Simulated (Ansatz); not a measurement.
ZnS in space group P6_3mc (No. 186; Pearson symbol hP40), the program Ansatz at the PBEsol level (PAW), all energies at zero smearing, with the estimated change up to a 700 eV cutoff added, with one set of potentials and settings (totals compare only within such a set). Cell of 40 atoms (20 Zn, 20 S): -83348.857 eV.

```
element                reference phase  E (eV/atom)
-------  -----------------------------  -----------
Zn       P6_3/mmc, 2 atoms in the cell   -3280.9077
S           Fddd, 32 atoms in the cell    -884.8920
```

Formation energy per atom, worked out: (-83348.857 − 20×(-3280.9077) − 20×(-884.8920))/40 = -0.822 eV/atom (-79 kJ per mol of atoms), at 0 K, without zero-point energy or fitted corrections.

The first step of the workflow began from a Materials Project structure, measured or hypothetical. Its sites differ from those of the usual phase in this space group: another stacking or structure type. The PBEsol relaxation kept the symmetry of its start; its stability against distortions is not shown here. The references are the lowest solids computed at this level, not always the standard phases.

Potentials: the later of the program's two PAW sets.
